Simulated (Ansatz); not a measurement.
SiCO$_{4}$:
```yaml
crystal:
  lattice:
    - [-2.18939, 2.18939, 3.27480]
    - [2.18939, -2.18939, 3.27480]
    - [2.18939, 2.18939, -3.27480]
  atoms:
    - { symbol: Si, position: [0.00000, 0.00000, 0.00000] }
    - { symbol: C, position: [0.75000, 0.25000, 0.50000] }
    - { symbol: O, position: [0.41353, 0.27670, 0.42699] }
    - { symbol: O, position: [0.84970, 0.98654, 0.57301] }
    - { symbol: O, position: [0.72330, 0.15030, 0.13684] }
    - { symbol: O, position: [0.01346, 0.58647, 0.86316] }
```

Relaxed with PBEsol. Special points in fractions of this cell's reciprocal vectors: Γ (0.000, 0.000, 0.000); X (0.000, 0.000, 0.500); P (0.250, 0.250, 0.250); N (0.000, 0.500, 0.000); M (0.500, 0.500, -0.500); S (0.362, 0.638, -0.362); S0 (-0.362, 0.362, 0.362); R (-0.223, 0.223, 0.500); G (0.500, 0.500, -0.223).

Problem. List the band energies nearest the valence-band maximum at these points for PBEsol in the plane-wave PAW code Ansatz.

Solution. In eV from the valence-band maximum; about four levels below and three above (degenerate sets whole), none deeper than 8.9 eV; points with the same levels are listed once.

```
k                          below                  above
-  -----------------------------  ---------------------
Γ  -1.15 -1.15 -0.95 -0.34 -0.34  6.96 8.29 10.33 10.33
X        -1.07 -0.37 -0.24 -0.19         8.87 9.03 9.29
P        -0.99 -0.56 -0.37 -0.22         8.90 9.04 9.11
N        -1.23 -0.88 -0.36 -0.04         8.29 9.38 9.67
M    -2.13 -2.13 -1.21 0.00 0.00         9.27 9.27 9.30
S        -1.33 -1.00 -0.17 -0.15         8.61 9.18 9.70
R        -1.17 -0.65 -0.26 -0.17         8.70 9.27 9.34
```

Space group I-4. The start of the workflow was typed in or built on a structure type; neither database checked (COD, Materials Project) lists it. Its standing as an ambient phase is unchecked. The cell was relaxed with PBEsol under the symmetry of its start; its stability against distortions is not shown here.

Potentials: the later of the program's two PAW sets.
